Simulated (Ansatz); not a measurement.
The relaxed structure here is a generated cell of B: the first start was made by placing the elements on the sites of a structure type, and the end was not matched to a known phase here, so it may be hypothetical.

Relaxation of a generated trial cell of B in the graphite structure type; 4 atoms in the cell, which starts as P6₃/mmc (No. 194), hP4; a = 2.910 Å, b = 2.910 Å, c = 7.925 Å, α = 90.00°, β = 90.00°, γ = 120.00°. These are r2SCAN (plane waves to 500 eV, PAW, scalar-relativistic; Ansatz, a first-principles code) values and carry that method's errors. Γ-centred k-mesh 9×9×3 on the run's cell (coarser than for final values), Fermi–Dirac smearing 0.05 eV. This is the first round of the run. 

The optimiser's lines from the output (shortened; P is positive under compression):

```
relax step   1: F+E_penalty+E_count = -620.96802090 eV  Δ(F+E_penalty+E_count) = +0.000e0 eV  max|allowed force component| = 6.014e-17 eV/Å  Δτ_max = 0.0000 Å  P = +0.553 GPa  Ω = 58.115 Å³  (8 SCF iters, dr2 threshold 1.00e-7 eV, accepted)
relax step   2: F+E_penalty+E_count = -620.98443023 eV  Δ(F+E_penalty+E_count) = -1.641e-2 eV  max|allowed force component| = 1.156e-16 eV/Å  Δτ_max = 0.0000 Å  P = +0.098 GPa  Ω = 56.625 Å³  (6 SCF iters, dr2 threshold 4.00e-7 eV, accepted)
relax step   3: F+E_penalty+E_count = -621.01230747 eV  Δ(F+E_penalty+E_count) = -2.788e-2 eV  max|allowed force component| = 1.897e-16 eV/Å  Δτ_max = 0.0000 Å  P = +0.062 GPa  Ω = 54.630 Å³  (6 SCF iters, dr2 threshold 4.00e-7 eV, accepted)
relax step   4: F+E_penalty+E_count = -621.09048978 eV  Δ(F+E_penalty+E_count) = -7.818e-2 eV  max|allowed force component| = 2.128e-16 eV/Å  Δτ_max = 0.0000 Å  P = -0.788 GPa  Ω = 52.171 Å³  (5 SCF iters, dr2 threshold 4.00e-7 eV, accepted)
relax step   5: F+E_penalty+E_count = -621.18941121 eV  Δ(F+E_penalty+E_count) = -9.892e-2 eV  max|allowed force component| = 8.789e-17 eV/Å  Δτ_max = 0.0000 Å  P = -1.245 GPa  Ω = 49.461 Å³  (7 SCF iters, dr2 threshold 4.00e-7 eV, accepted)
relax step   6: F+E_penalty+E_count = -621.31621930 eV  Δ(F+E_penalty+E_count) = -1.268e-1 eV  max|allowed force component| = 3.840e-16 eV/Å  Δτ_max = 0.0000 Å  P = -2.164 GPa  Ω = 46.841 Å³  (7 SCF iters, dr2 threshold 4.00e-7 eV, accepted)
relax step   7: F+E_penalty+E_count = -621.49249154 eV  Δ(F+E_penalty+E_count) = -1.763e-1 eV  max|allowed force component| = 9.252e-17 eV/Å  Δτ_max = 0.0000 Å  P = -2.303 GPa  Ω = 44.029 Å³  (6 SCF iters, dr2 threshold 4.00e-7 eV, accepted)
relax step   8: F+E_penalty+E_count = -621.73549148 eV  Δ(F+E_penalty+E_count) = -2.430e-1 eV  max|allowed force component| = 1.379e-16 eV/Å  Δτ_max = 0.0000 Å  P = -3.694 GPa  Ω = 41.304 Å³  (6 SCF iters, dr2 threshold 4.00e-7 eV, accepted)
relax step   9: F+E_penalty+E_count = -622.01562223 eV  Δ(F+E_penalty+E_count) = -2.801e-1 eV  max|allowed force component| = 8.789e-17 eV/Å  Δτ_max = 0.0000 Å  P = -3.948 GPa  Ω = 38.531 Å³  (7 SCF iters, dr2 threshold 4.00e-7 eV, accepted)
relax step  10: F+E_penalty+E_count = -622.26157203 eV  Δ(F+E_penalty+E_count) = -2.459e-1 eV  max|allowed force component| = 1.342e-16 eV/Å  Δτ_max = 0.0000 Å  P = -2.196 GPa  Ω = 35.598 Å³  (6 SCF iters, dr2 threshold 4.00e-7 eV, accepted)
relax step  11: F+E_penalty+E_count = -622.38514349 eV  Δ(F+E_penalty+E_count) = -1.236e-1 eV  max|allowed force component| = 2.961e-16 eV/Å  Δτ_max = 0.0000 Å  P = -0.293 GPa  Ω = 32.923 Å³  (5 SCF iters, dr2 threshold 4.00e-7 eV, accepted)
relax step  12: F+E_penalty+E_count = -622.39391030 eV  Δ(F+E_penalty+E_count) = -8.767e-3 eV  max|allowed force component| = 2.290e-16 eV/Å  Δτ_max = 0.0000 Å  P = +0.145 GPa  Ω = 32.379 Å³  (4 SCF iters, dr2 threshold 4.00e-7 eV, accepted)
relax step  13: F+E_penalty+E_count = -622.37158410 eV  Δ(F+E_penalty+E_count) = +2.233e-2 eV  max|allowed force component| = 1.758e-16 eV/Å  Δτ_max = 0.0000 Å  P = +1.239 GPa  Ω = 30.680 Å³  (5 SCF iters, dr2 threshold 4.00e-7 eV, rejected (line search))
relax step  14: F+E_penalty+E_count = -622.40532509 eV  Δ(F+E_penalty+E_count) = -1.141e-2 eV  max|allowed force component| = 1.226e-16 eV/Å  Δτ_max = 0.0000 Å  P = -0.161 GPa  Ω = 31.871 Å³  (8 SCF iters, accepted)
relax step  15: F+E_penalty+E_count = -622.40543033 eV  Δ(F+E_penalty+E_count) = -1.052e-4 eV  max|allowed force component| = 1.064e-16 eV/Å  Δτ_max = 0.0000 Å  P = +0.099 GPa  Ω = 31.663 Å³  (4 SCF iters, dr2 threshold 4.00e-7 eV, accepted)
relax step  16: F+E_penalty+E_count = -622.40548090 eV  Δ(F+E_penalty+E_count) = -5.057e-5 eV  max|allowed force component| = 2.452e-16 eV/Å  Δτ_max = 0.0000 Å  P = -0.021 GPa  Ω = 31.826 Å³  (4 SCF iters, dr2 threshold 4.00e-7 eV, accepted)
relax step  17: F+E_penalty+E_count = -622.40569946 eV  Δ(F+E_penalty+E_count) = -2.186e-4 eV  max|allowed force component| = 9.714e-17 eV/Å  Δτ_max = 0.0000 Å  P = -0.034 GPa  Ω = 31.764 Å³  (3 SCF iters, dr2 threshold 4.00e-7 eV, accepted)
relax step  18: F+E_penalty+E_count = -622.40570199 eV  Δ(F+E_penalty+E_count) = -2.532e-6 eV  max|allowed force component| = 3.793e-16 eV/Å  Δτ_max = 0.0000 Å  P = -0.002 GPa  Ω = 31.753 Å³  (3 SCF iters, dr2 threshold 8.88e-9 eV, accepted)
relax step  19: F+E_penalty+E_count = -622.40516007 eV  Δ(F+E_penalty+E_count) = +5.419e-4 eV  max|allowed force component| = 3.423e-16 eV/Å  Δτ_max = 0.0000 Å  P = +0.008 GPa  Ω = 31.753 Å³  stress off target by 1.21e-2 GPa  SCF on the basis re-selected at this cell (its energy is not comparable with the rows above)  (5 SCF iters)
```

From the first to the last row the energy changes by -0.36 eV/atom and the volume by -45.4 %. The last row is marked as not comparable with the walk above it, whose basis was carried along; it does compare with step 1, since both stand on a basis selected at the nominal cutoff for their own cell.

Step 13 was rejected by the optimiser.

Later rounds, restarted from the end of this one on a renewed k-mesh, logged 8 more steps. The final structure after all rounds: P6₃/mmc (No. 194), hP4; a = 2.9902 Å, b = 2.9902 Å, c = 4.0865 Å, α = 90.00°, β = 90.00°, γ = 120.00°. Between re-selections the logged energies stand on a plane-wave basis carried along with the cell. No spin polarisation in the result.

The run could not lower the symmetry of its start; a shaken copy of this end point relaxes with r2SCAN to C2/m (No. 12), 0.68 eV/atom lower.
